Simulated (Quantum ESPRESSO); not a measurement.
```yaml
crystal:
  lattice:
    - [4.43406, 0.00000, 0.00000]
    - [0.00000, 4.43406, 0.00000]
    - [0.00000, 0.00000, 4.43406]
  atoms:
    - { symbol: Ge, position: [0.25000, 0.25000, 0.75000] }
    - { symbol: C, position: [0.99243, 0.99243, 0.00757] }
    - { symbol: Si, position: [0.25000, 0.75000, 0.25000] }
    - { symbol: C, position: [0.99243, 0.50757, 0.49243] }
    - { symbol: Si, position: [0.75000, 0.25000, 0.25000] }
    - { symbol: C, position: [0.50757, 0.99243, 0.49243] }
    - { symbol: Si, position: [0.75000, 0.75000, 0.75000] }
    - { symbol: C, position: [0.50757, 0.50757, 0.00757] }
```
The cell was made here from a computed Materials Project entry: one of 4 Si replaced by Ge, cell and atoms relaxed (PBE without dispersion, pw.x of a modified build of Quantum ESPRESSO, symmetry kept). The parent is SiC in F-43m. The swapped cell is a model, not a known phase. Stability against distortions was not tested.

A lattice sum over point charges, one formal value an element (Si +4, C -4, Ge +4), with no Sternheimer factor, costs far less than a self-consistent run. Taken along the main axis of each site's self-consistent tensor, it gives:

```json
[
 {"site": "C (atoms 2, 4, 6, 8)", "V along that axis, point charges (a.u.)": "-0.032"},
 {"site": "Si (atoms 3, 5, 7)", "V along that axis, point charges (a.u.)": "-0.034"}
]
```

Q: How do the values of a PBE PAW density (pw.x of Quantum ESPRESSO, JTH datasets) with the all-electron reconstruction of Petrilli and co-workers compare?

A: 
```
site  Vzz, PAW (a.u.)  PAW over point charges
----  ---------------  ----------------------
C               0.077                    -2.4
Si             -0.059                     1.7
```
Along that axis the sign differs on C.  Cores are frozen. Against all-electron runs on small test molecules, this scheme's |Vzz| missed by +9 % on C, −6 % on Si.
